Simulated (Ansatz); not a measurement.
Given:

LaAs:
```cif
data_As4La4
_chemical_formula_sum 'La4 As4'
_space_group_name_H-M_alt 'Fm-3m'
_space_group_IT_number 225
_space_group_name_Hall '-F 4 2 3'
_cell_length_a 6.11021
_cell_length_b 6.11021
_cell_length_c 6.11021
_cell_angle_alpha 90.000
_cell_angle_beta 90.000
_cell_angle_gamma 90.000
loop_
_atom_site_label
_atom_site_type_symbol
_atom_site_symmetry_multiplicity
_atom_site_Wyckoff_symbol
_atom_site_fract_x
_atom_site_fract_y
_atom_site_fract_z
_atom_site_occupancy
La1 La 4 a 0.00000 0.00000 0.00000 1
As1 As 4 b 0.50000 0.50000 0.50000 1
```
(The calculation used a cell of 2 atoms; values per cell refer to that cell.)

This is the PBEsol-relaxed structure.

Question: All from PBEsol in the plane-wave PAW code Ansatz, unless another level is named. Give the electronic character.

Answer: metallic (no gap).

Question: Next, the formation energy from the elements (no fitted shifts)?

Answer: -1.54 eV/atom.

Question: Give the density of states at the Fermi level.

Answer: 0.06 states/eV per atom (mean over ±0.08 eV).

Question: What about the gap with spin–orbit coupling?

Answer: none (metallic).

The first step of the workflow began from a Materials Project structure, measured or hypothetical; the Crystallography Open Database files this formula in space group No. 225, but the cells were not matched. Its standing as an ambient phase is unchecked. The PBEsol relaxation kept the symmetry of its start; of distortions, only those at the zone centre were tested. The references are the lowest solids computed at this level, not always the standard phases. Scalar-relativistic: spin–orbit coupling is off unless named, which matters more the heavier the elements.

Potentials: the later of the program's two PAW sets.
